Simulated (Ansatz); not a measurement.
Relaxed BaHfO₃ (cubic perovskite):

```yaml
crystal:
  lattice:
    - [8.41234, 0.00000, 0.00000]
    - [4.20617, 4.20617, 0.00000]
    - [0.00000, 0.00000, 4.20617]
  atoms:
    - { symbol: Ba, position: [0.00000, 0.00000, 0.00000] }
    - { symbol: Ba, position: [0.50000, 0.00000, 0.00000] }
    - { symbol: Hf, position: [0.00000, 0.50000, 0.50000] }
    - { symbol: Hf, position: [0.50000, 0.50000, 0.50000] }
    - { symbol: O, position: [0.75000, 0.50000, 0.50000] }
    - { symbol: O, position: [0.25000, 0.50000, 0.50000] }
    - { symbol: O, position: [0.00000, 0.50000, 0.00000] }
    - { symbol: O, position: [0.50000, 0.50000, 0.00000] }
    - { symbol: O, position: [0.25000, 0.00000, 0.50000] }
    - { symbol: O, position: [0.75000, 0.00000, 0.50000] }
```

A phonon eigenvector at M = (0.5, 0.5, 0.0) is frozen into this cell: atom i moves by Q times the vector below, so Q is the largest atomic displacement, in Å. The cell is held. It is one choice among 3 degenerate patterns. (q is in reciprocal vectors of the primitive cell; the cell shown is doubled to hold the pattern.)

```json
[
 {"atom": "Ba1", "x": "0.000", "y": "0.000", "z": "1.000"},
 {"atom": "Ba2", "x": "0.000", "y": "0.000", "z": "-1.000"}
]
```

Atoms not listed stay in place.

The numbers are results of PBE (plane waves to 420 eV, PAW, scalar-relativistic; Ansatz, a first-principles code), not measurements. k mesh 8×8×8 (Γ-centred), Fermi-Dirac smearing 0.05 eV. E stands for the smeared free energy. BaHfO3 is run without spin polarisation. BaHfO3 was relaxed with its symmetry unable to fall. Spin-orbit coupling is left out, though Hf is heavy. ΔE is measured from the undisplaced structure.

| Q (Å) | ΔE (eV/cell) | −dE/dQ from forces (eV/Å) |
|---|---|---|
| -0.100 | 0.0310 | 0.625 |
| -0.083 | (withheld) | 0.518 |
| -0.067 | 0.0137 | 0.413 |
| -0.050 | 0.0077 | 0.309 |
| -0.033 | (withheld) | 0.206 |
| -0.017 | 0.0009 | 0.103 |
| 0.000 | 0.0000 | 0.000 |
| 0.017 | 0.0009 | -0.103 |
| 0.033 | (withheld) | -0.206 |
| 0.050 | 0.0077 | -0.309 |
| 0.067 | 0.0137 | -0.413 |
| 0.083 | (withheld) | -0.518 |
| 0.100 | 0.0310 | -0.625 |

### Question
Some entries are withheld; supply them.

### Answer

- -0.083, ΔE (eV/cell): 0.0215
- -0.033, ΔE (eV/cell): 0.0034
- 0.033, ΔE (eV/cell): 0.0034
- 0.083, ΔE (eV/cell): 0.0215

(For displaced atoms, the force is minus the slope of the energy, and its curvature is a force constant, which sets phonon frequencies.)
